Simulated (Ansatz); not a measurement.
TiSb, DFT, LDA, PAW with Ansatz's default frozen-core files, scalar-relativistic (Ansatz 0.2.0), run on 1 thread of Arm Neoverse V1 on a shared host.

The geometry is COD entry 1531830, unchecked; take it as a test cell. The listed cell was then made from it by scaling, straining or moving an atom.

Command: `ansatz run input.yaml --threads 1 --pin off --max-ram 4096MiB --backend cpu --events-out ev --progress --plain --runs-dir out`

```yaml
crystal:
  lattice:
    - [4.157296087, 0.0, 0.0]
    - [-2.0786480435, 3.6003240224, 0.0]
    - [0.0, 0.0, 6.3662884298]
  atoms:
    - { symbol: Ti, position: [0.0, 0.0, 0.0] }
    - { symbol: Ti, position: [0.0, 0.0, 0.5] }
    - { symbol: Sb, position: [0.3333333333, 0.6666666667, 0.25] }
    - { symbol: Sb, position: [0.6666666667, 0.3333333333, 0.75] }
kpoints:
  mp_grid: { grid: [12, 12, 7] }
scf:
  occupations: { method: fermi_dirac, width: 0.03 }
hamiltonian:
  xc: lda
  pseudopotentials: { kind: paw }
output:
  forces: true
  stress: true
  eigenvalues: true
  efg: { contact_densities: true }
```

Q: How large is the problem that the program sets up?

A: 76 irreducible k-points, 1851 plane waves at Γ, 33 bands.

Q: About how long does it take, and how much memory does it use?

A: 17 s of wall time for 7 SCF iterations, with a peak of 0.51 GiB. Times on shared machines scatter by tens of per cent.

Q: And the same cell and mesh by all-electron PAW (datasets made for this crystal), asked for forces, stress, eigenvalues, efg, on the same hardware?

A: 43 s, peak memory 0.82 GiB.
